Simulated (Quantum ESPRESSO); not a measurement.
pw.x input (Quantum ESPRESSO 7.5; PBE, PseudoDojo standard norm-conserving files, scalar-relativistic):

```
&CONTROL
  calculation = 'scf'
  pseudo_dir = './pseudo'
  outdir = './out'
  tprnfor = .true.
  tstress = .true.
/
&SYSTEM
  ibrav = 0
  nat = 2
  ntyp = 2
  ecutwfc = 86.0
  ecutrho = 344.0
  occupations = 'smearing'
  smearing = 'fd'
  degauss = 0.002
  nbnd = 17
/
&ELECTRONS
  conv_thr = 2e-10
/
ATOMIC_SPECIES
Ca 40.0780 Ca.upf
Se 78.9710 Se.upf
CELL_PARAMETERS angstrom
  0.000000000000   2.933447996000   2.933447996000
  2.933447996000   0.000000000000   2.933447996000
  2.933447996000   2.933447996000   0.000000000000
ATOMIC_POSITIONS crystal
Ca   0.000000000000   0.000000000000   0.000000000000
Se   0.500000000000   0.500000000000   0.500000000000
K_POINTS automatic
8 8 8 0 0 0
```

End of the output:

```
     total energy              =    -320.19454627 Ry
     estimated scf accuracy    <       0.00000004 Ry
     total energy              =    -320.19454629 Ry
     estimated scf accuracy    <          6.6E-09 Ry
     total energy              =    -320.19454629 Ry
     estimated scf accuracy    <          4.4E-10 Ry
[...]
     the Fermi energy is     9.1545 ev
!    total energy              =    -320.19454629 Ry
     estimated scf accuracy    <          5.9E-11 Ry
     smearing contrib. (-TS)   =      -0.00000000 Ry
     internal energy E=F+TS    =    -320.19454629 Ry
     The total energy is F=E-TS. E is the sum of the following terms:
     one-electron contribution =    -168.17241928 Ry
     hartree contribution      =      89.91615646 Ry
     xc contribution           =     -63.26448543 Ry
     ewald contribution        =    -178.67379804 Ry
     convergence has been achieved in   9 iterations
     Forces acting on atoms (cartesian axes, Ry/au):
     atom    1 type  1   force =    -0.00000000    0.00000000   -0.00000000
     atom    2 type  2   force =     0.00000000    0.00000000   -0.00000000
     Total force =     0.000000     Total SCF correction =     0.000000
     Computing stress (Cartesian axis) and pressure
          total   stress  (Ry/bohr**3)                   (kbar)     P=       23.90
   0.00016248   0.00000000  -0.00000000           23.90        0.00       -0.00
   0.00000000   0.00016248   0.00000000            0.00       23.90        0.00
   0.00000000   0.00000000   0.00016248            0.00        0.00       23.90
```
In a gapped system the printed Fermi energy is only some level inside the gap.

Spin-orbit coupling is not included.

Geometry relaxed with PBEsol.
